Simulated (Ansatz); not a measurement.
Ansatz (a program for electronic structure) input:

Ansatz 0.2 input:
```yaml
crystal:
  lattice:
    - [1.9622052814, 1.1328797474, 6.3997284348]
    - [-1.9622052814, 1.1328797474, 6.3997284348]
    - [0.0, -2.2657594948, 6.3997284348]
  atoms:
    - { symbol: Si, position: [0.9388208794, 0.9388208794, 0.9388208794] }
    - { symbol: Si, position: [0.0611791206, 0.0611791206, 0.0611791206] }
    - { symbol: Ge, position: [0.4359738788, 0.4359738788, 0.4359738788] }
    - { symbol: Ge, position: [0.5640261212, 0.5640261212, 0.5640261212] }
kpoints:
  mp_grid: { grid: [8, 8, 8] }
hamiltonian:
  xc: r2scan
  pseudopotentials: { kind: paw }
scf:
  occupations: { method: fixed }
checkpoint: { read: static.run }
output: { bader: true, populations: true }
```

Output (shortened):

```
basis.fft_grid_basis auto: the FFT boxes are laid along the combinations [[1, 0, -1], [0, 1, -1], [0, 0, 1]] of the cell's own vectors, 3.924, 3.924 and 6.789 …
Pseudopotential: Si, paw, valence charge 4
Pseudopotential: Ge, paw, valence charge 14
Functional definition: r2SCAN
Crystal: 4 atoms, lattice volume = 85.357 Å³
Basis set: ecut = 500 eV, 2135 PW (Γ), FFT grids on a1−a3, a2−a3, a3, exchange–correlation on 120×120×200 points (64 copies of the dense FFT grid, shifted against one another)
Bands: 22, of which v1, the nominal top of the filled ones, is band 18 counted from 1 (17 counted from 0)
Symmetry: 12 space group operations
Space group: R-3m (ITA 166), of the structure as read, at distance tolerance 4.4e-5 Å
k-points: 65 of 512
Stability of the state it starts from, as read at its close in the unpolarized treatment …
iter 1 solved again at ethr=2.47e-7 eV; its pass at ethr=3.10e-3 eV (dr2=8.91e-5 eV) is discarded
SCF iter   1: F=—  HF=-9883.905729 eV  |F-HF|=—  |Δ(HF+E_count)|=         —  Δρ=4.40e-7  dr2=2.22e-10  dr2_τ=2.70e-12  ethr=2.47e-7  ⟨swp⟩=3.1  Hψ=9949  notcnv=0  defer=130
preconditioner: auto → Resta (q_TF=auto, 2.363 Å⁻¹)
SCF iter   2: F=-9883.905729 eV  HF=-9883.905729 eV  |F-HF|=7.28e-12  |Δ(HF+E_count)|=   7.95e-8  Δρ=1.80e-7  dr2=2.80e-11  dr2_τ=1.20e-12  ethr=1.00e-12  ⟨swp⟩=8.6  Hψ=7487  notcnv=0
SCF 1 converged in 2 iterations: F = -9883.905729 eV  dr2 = 2.80e-11
SCF converged after 2 iterations
Free energy (F): -9883.905729 eV
Harris-Foulkes:  -9883.905729 eV  (|F-HF|=7.28e-12)
Internal energy: -9883.905729 eV  (E = F + TS)
E sigma→0 (E₀):  -9883.905729 eV
Fermi energy:    7.309446 eV
--- Per-component energies (eV) ---
  E_band       = -324.690695
  E_kinetic    = 302.986590
  E_local      = -5459.899408  (includes V_loc(G=0)·N_el)
  E_nonlocal   = 890.511001
  E_hartree    = 2411.634058
  E_xc         = -241.352322
  E_vxc        = -235.491980  (∫ρ·V_xc dr)
  E_paw        = -5107.840378  (= ΣΔE_a)
  E_vpaw       = -657.577722  (= ΣTr[D̂ρ^β])
  E_aug_tail   = 0.000042  (compensation charges beyond the density's cutoff)
  E_vtau       = 11.512635  (kinetic-family band-sum trace: ∫τ·v_τ [+ j·A + Jᵃ·Aᵃ] dr)
  E_ewald      = -2677.620914
  E_core_change = -2.324397  (= ΣΔE_core)
  E_smearing   =  0.000000  (= −TS)
  E_closure    = 0.000000  (closes the sum)
  Σ components = -9883.905729   (vs F -9883.905729, Δ=0.00e0)
  [band-id]    e_kinetic+e_local+e_nonlocal+2·e_hartree+e_vxc+e_vpaw+e_augmentation_tail+e_vtau = -324.690727   (vs E_band -324.690695, Δ=-3.16e-5)
--- Band table (eV; the first three rows and the last of 65) ---
  k-point 0: bands = ["-17.7713", "-17.6770", "-17.6770", "-17.6402", "-17.6402", "-17.6217", "-17.6217", "-17.5787", "-17.5787", "-17.5378", "-5.6097", "-3.3056", "-0.1932", "5.9283", "5.9283", "7.2810", "7.3094", "7.3094", "8.5467", "9.4710", "10.0262", "10.0262"]
  k-point 1: bands = ["-17.7706", "-17.6779", "-17.6770", "-17.6405", "-17.6388", "-17.6219", "-17.6204", "-17.5791", "-17.5788", "-17.5367", "-5.4209", "-3.1451", "-0.1017", "4.6314", "5.6767", "5.7287", "6.7401", "6.9026", "9.4359", "9.8708", "10.1419", "10.7860"]
  k-point 2: bands = ["-17.7688", "-17.6799", "-17.6771", "-17.6413", "-17.6352", "-17.6224", "-17.6171", "-17.5801", "-17.5789", "-17.5340", "-4.8645", "-2.6985", "-0.0225", "3.0797", "3.5961", "5.2138", "5.8629", "5.9051", "9.3442", "9.6247", "10.8313", "12.0588"]
  k-point 64: bands = ["-17.7710", "-17.6771", "-17.6771", "-17.6405", "-17.6405", "-17.6218", "-17.6218", "-17.5783", "-17.5783", "-17.5380", "-4.8643", "-4.7354", "2.6281", "3.2384", "6.4399", "6.4399", "6.4407", "6.4407", "8.9777", "9.0207", "11.0176", "11.0176"]
--- Löwdin populations: 4 sites ---
  site symbol       q [e]
     0     Si      3.8947
     1     Si      3.8947
     2     Ge     14.0437
     3     Ge     14.0437
  spilling = 0.003419 (of n_electrons = 36.000000)
--- Bader charges: 4 sites ---
  site symbol  charge [e]  shift [e]
     0     Si      0.2672     0.0002
     1     Si      0.2672     0.0002
     2     Ge     -0.2672     0.0002
     3     Ge     -0.2672     0.0002
  shift: an alarm, by how much a part of what the PAW files miss would move the charge. Where it is large, compare
  with a run on PAW files of another source; a small one proves nothing
  estimated error of the sums over rays = 4.9e-4 e
```

Cost: around 100 core-seconds (rough) on shared cores.

The start of the workflow was typed in or built on a structure type; neither database checked (COD, Materials Project) lists it. Whether it is the stable phase at ambient conditions was not checked. Symmetry was held in the r²SCAN relaxation; its stability against distortions is not shown here. Spin–orbit coupling is left out wherever it is not named.

Potentials: the later of the program's two PAW sets.

Ansatz is a plane-wave DFT program.
